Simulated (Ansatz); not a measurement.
Consider the following.

MoS₂ (2H-MoS2 type, space group P6_3/mmc)

```
CELL_PARAMETERS angstrom
      3.17320     0.00000     0.00000
     -1.58660     2.74807     0.00000
      0.00000     0.00000    12.43700
ATOMIC_POSITIONS crystal
  Mo 0.33333 0.66667 0.25000
  Mo 0.66667 0.33333 0.75000
  S  0.33333 0.66667 0.62490
  S  0.66667 0.33333 0.12490
  S  0.66667 0.33333 0.37510
  S  0.33333 0.66667 0.87510
```

E(V) scan at fixed shape, V₀ the volume above. The atoms relax within the cell's symmetry.

Method: r2SCAN+rVV10 (plane waves to 500 eV, PAW, scalar-relativistic; Ansatz, an electronic-structure program). k mesh 12×12×3 (Γ-centred), Fermi-Dirac smearing 0.05 eV. E stands for the smeared free energy. Stress and pressure are positive under compression. With the shape held, the modulus is that of even scaling; a crystal free to change shape is softer. MoS2 is run without spin polarisation. MoS2 was relaxed with its symmetry unable to fall. The PAW data are Ansatz's earlier set. ΔE is measured from the relaxed starting cell.

The scan covers V/V₀ from 0.940 to 1.060 in 13 points.

Problem. What pressure does the cell carry at V/V₀ = 0.940?

Solution. 5.31 GPa.

Problem. What is ΔE at V/V₀ = 1.060?

Solution. 13.8 meV/atom.

Problem. What is ΔE at V/V₀ = 0.940?

Solution. 16.9 meV/atom.

(Under strain, the slope of the energy per volume gives the stress and its curvature an elastic modulus.)
